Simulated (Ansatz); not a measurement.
SrSi2Au2 in space group I4/mmm (No. 139; Au on 4d, Sr on 2a, Si on 4e), the program Ansatz at the PBE level (PAW), all energies at zero smearing, with the estimated change up to a 700 eV cutoff added, with one set of potentials and settings (totals compare only within such a set). Cell of 5 atoms (2 Au, 1 Sr, 2 Si): -31117.011 eV.

```
element             reference phase  E (eV/atom)
-------  --------------------------  -----------
Au       Fm-3m, 1 atoms in the cell  -13149.3277
Sr        C2/m, 3 atoms in the cell   -3544.2201
Si       Fd-3m, 2 atoms in the cell    -635.8096
```

Formation energy per atom, worked out: (-31117.011 − 2×(-13149.3277) − 1×(-3544.2201) − 2×(-635.8096))/5 = -0.503 eV/atom (-49 kJ per mol of atoms), at 0 K, without zero-point energy or fitted corrections.

The workflow started from an entry of the Crystallography Open Database (COD). Whether it is the stable phase at ambient conditions was not checked. Symmetry was held in the PBE relaxation; whether a distortion lowers the energy is not shown. The references are the lowest solids computed at this level, not always the standard phases. Scalar-relativistic: spin–orbit coupling is off unless named, which matters more the heavier the elements.

Potentials: the later of the program's two PAW sets.
